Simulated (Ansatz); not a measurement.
Relaxed-ion elastic tensor of ScMo3C (anti-perovskite, space group No. 221) in GPa (Voigt order), DFT-PBEsol in the program Ansatz with PAW potentials; density 7.80 g/cm³, 14.68 Å³ per atom.

```
 368   156   156   0.0   0.0   0.0
 156   368   156   0.0   0.0   0.0
 156   156   368   0.0   0.0   0.0
 0.0   0.0   0.0  35.7   0.0   0.0
 0.0   0.0   0.0   0.0  35.7   0.0
 0.0   0.0   0.0   0.0   0.0  35.7
```

Problem. Is the crystal mechanically stable?

Solution. Yes: the smallest eigenvalue of C is 35.7 GPa.

Problem. Work out the Voigt, Reuss and Hill averages.

Solution. K_V = 227, K_R = 227, K_H = 227; G_V = 63.8, G_R = 48.6, G_H = 56.2 GPa.

Problem. Give Young's modulus, Poisson's ratio, Pugh's ratio and the universal anisotropy index.

Solution. E = 9KG/(3K + G) = 156 GPa; ν = 0.39; K/G = 4.04 (ductile by the Pugh limit of 1.75); A_U = 5G_V/G_R + K_V/K_R − 6 = 1.57.

Problem. Estimate the sound speeds and the Debye temperature.

Solution. v_l = √((K + 4G/3)/ρ) = 6220 m/s, v_t = √(G/ρ) = 2680 m/s, mean 3030 m/s; Θ = (h/k)(3n/4πV)^(1/3) v_m = 369 K.

Problem. Give the Zener ratio and Young's modulus along [100], [110] and [111].

Solution. A = 2C44/(C11 − C12) = 0.34; 1/E = S11 − 2(S11 − S12 − S44/2)Γ with Γ = 0, 1/4, 1/3 gives 275, 121, 102 GPa.

Space group Pm-3m (anti-perovskite). The start of the workflow was typed in or built on a structure type; neither database checked (COD, Materials Project) lists it. Its standing as an ambient phase is unchecked. The PBEsol relaxation kept the symmetry of its start; its stability against distortions is not shown here. The run is not spin-polarised. As this level gives no gap, shear constants depend on the k-mesh and smearing (Fermi–Dirac, 0.1 eV here).

Potentials: the later of the program's two PAW sets.
